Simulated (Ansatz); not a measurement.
The relaxed structure here is a generated cell of AlRh: the first start was made by a random draw of sites in a space group, and the end was not matched to a known phase here, so it may be hypothetical.

A relaxed cell of AlRh (Amm2 (No. 38)), relaxed on a k-mesh at least as fine as the one used below. These are PBEsol (plane waves to 420 eV, PAW, scalar-relativistic; Ansatz, a quantum-chemistry and plane-wave program) values and carry that method's errors. Γ-centred k-mesh 11×12×6 on the run's cell (coarser than for final values), Fermi–Dirac smearing 0.05 eV.

```yaml
crystal:
  lattice:
    - [2.96244, 0.00000, 0.00000]
    - [0.00000, 1.49634, 3.31777]
    - [0.00000, -2.99268, 6.63554]
  atoms:
    - { symbol: Al, position: [0.50000, 0.03721, 0.01860] }
    - { symbol: Al, position: [0.50000, 0.03721, 0.51860] }
    - { symbol: Rh, position: [0.00000, 0.73511, 0.36756] }
    - { symbol: Rh, position: [0.00000, 0.73511, 0.86756] }
```

The atoms are displaced by (Å):

| atom | ux | uy | uz |
|---|---|---|---|
| Al1 | -0.102 | -0.087 | 0.055 |
| Al2 | 0.015 | 0.029 | -0.098 |
| Rh3 | 0.092 | 0.004 | 0.066 |
| Rh4 | 0.005 | -0.161 | -0.028 |

Question: What forces (eV/Å) and pressure result?

Answer: 
| atom | Fx | Fy | Fz |
|---|---|---|---|
| Al1 | 1.24 | 0.32 | -1.40 |
| Al2 | 0.41 | -0.68 | 2.01 |
| Rh3 | -1.11 | -1.46 | -0.94 |
| Rh4 | -0.55 | 1.82 | 0.33 |

Pressure +3.2 GPa.

Question: Estimate the energy cost of the displacement in the harmonic approximation and compare with the calculation.

Answer: For a harmonic well ΔE = −½ Σ F·u = 0.458 eV a cell, or 115 meV/atom. The calculated energy relative to the undisplaced cell is +0.11 eV/atom, so the harmonic estimate holds well.

The undisplaced cell is probably no minimum: from this displacement the run went on to Pm-3m (No. 221), 0.40 eV/atom below it.

No spin polarisation in the result.
